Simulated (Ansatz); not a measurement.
WC in space group I4_1md (No. 109; W on 4a, C on 4a) at seven volumes, PBE (plane waves, PAW; program Ansatz), shape and atoms relaxed at each. One row is withheld.

```json
[
 {"V (Å³/atom)": "9.572", "P (GPa)": "44.69"},
 {"V (Å³/atom)": "9.888", "P (GPa)": "27.37"},
 {"V (Å³/atom)": "10.203", "P (GPa)": "12.60"},
 {"V (Å³/atom)": "10.519", "P (GPa)": "0.00"},
 {"V (Å³/atom)": "10.834", "P (GPa)": "?"},
 {"V (Å³/atom)": "11.150", "P (GPa)": "-19.88"},
 {"V (Å³/atom)": "11.465", "P (GPa)": "-27.65"}
]
```

Problem. Fit the shown pressures and predict the withheld one.

Solution. P = (3/2)B₀(x^(7/2) − x^(5/2))[1 + (3/4)(B′ − 4)(x − 1)] with x = (V₀/V)^(2/3). Least squares on the six rows gives V₀ = 10.519 Å³/atom, B₀ = 387 GPa, B′ = 4.30. At V = 10.834, x = 0.9805 and P = -10.72 GPa. The run itself gave -10.74 GPa.

A made-up cell: these elements were put on the sites of a structure type; neither database checked (COD, Materials Project) lists it. It is not the phase usual at ambient conditions (space group No. 187). The PBE relaxation kept the symmetry of its start; its stability against distortions is not shown here. No spin polarisation was allowed. Scalar-relativistic: spin–orbit coupling is off unless named, which matters more the heavier the elements.

Potentials: the later of the program's two PAW sets.
